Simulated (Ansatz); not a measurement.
# Hf$_{2}$Se$_{3}$S$_{3}$: short dynamics, then relaxation

A packing of 16 atoms, thrown in at random and pushed apart as soft spheres with like charges further apart (4 Hf, 6 S, 6 Se) went through Langevin stages in a fixed cell of 25.50 Å³/atom, at one k point, without spin and with a Fermi–Dirac width of kT (0.05 eV at least). The calculation used DFT PBE+D3(BJ), scalar-relativistic, plane waves, PAW in Ansatz.

```csv
thermostat (K),duration (fs),friction (1/fs),cutoff (eV),mean T (K),mean P (GPa),mean square displacement (Å²)
2200,72,0.030,320,2072,-3.5,0.20
2200,273,0.005,420,2529,0.3,1.57
1580,192,0.005,420,1784,-0.3,0.57
880,153,0.015,420,861,-2.0,0.19
300,108,0.015,420,440,-1.1,0.08
```

Means run over the second half of a stage; pressure includes the kinetic part; displacements count from the stage's start, the atoms' common shift taken off. In so short a run the atoms moved about a bond length or less in the hot stages, so this is an annealed packing, not a quenched equilibrium liquid.

Cell and atoms were then relaxed on coarser meshes and computed once more: Cutoff 420 eV; k points 3×4×4 on the computed 16-atom cell (Γ-centred); Gaussian smearing, width 0.10 eV; no spin polarisation.

Q: What structure is left?

A: One draw of many: 23.23 Å³/atom with a gap on the mesh of 0.41 eV (a random packing after short dynamics, relaxed).

Counting as bonded all pairs within 1.2 times the summed covalent radii, but none from a metal cation to another cation:

```csv
atom → neighbour,mean count,mean length (Å),spread (Å)
Hf → S,3.75,2.63,0.18
Hf → Se,3.00,2.69,0.09
S → Hf,2.50,2.63,0.18
S → Se,0.83,2.43,0.14
Se → Hf,2.00,2.69,0.09
Se → S,0.83,2.43,0.14
Se → Se,0.33,2.52,0.00
```

Angles between all pairs of such bonds at an atom (mean ± spread): 102 ± 30° at Hf, 108 ± 29° at S, 102 ± 24° at Se.

```xyz
16
Lattice="6.5531 0.0042 0.3197 0.0101 7.9070 -0.2034 0.3204 -0.2018 7.1937" Properties=species:S:1:pos:R:3 pbc="T T T"
Hf    6.5789    5.3872    0.7197
Hf    3.9005    5.1664    3.9068
Hf    3.5983    6.7826    6.9637
Hf    5.7938    1.5043    1.6536
Se    4.1786    1.3981    7.2240
Se    1.2025    2.6864    7.0273
Se    4.6235    6.9586    2.0039
Se    5.5520    6.9408    5.0912
Se    2.5331    2.8818    2.8873
Se    5.4544    1.3639    4.3451
S     2.1414    4.9357    2.0224
S     1.9602    5.6595    5.4287
S     4.9620    4.6257    6.2926
S     0.9023    2.3523    4.6500
S     5.5853    3.8806    2.5211
S     1.1038    7.6250    0.9502
```

The final mesh leaves forces up to 0.18 eV/Å and stresses up to 0.3 GPa: the relaxation ran on a coarser mesh, so the cell's shape, its bonds and its energy belong partly to that mesh.

The relaxation stopped before its thresholds.

The k mesh is coarse. Spin-orbit coupling is left out, which matters for the bands of heavy elements. An odd mesh misses points on the zone edge, so a gap read on it can be too wide.

Cost: 6 runs of about 42 core-minutes in all (earlier runs that led there not counted), on Arm Neoverse V2 (shared hosts).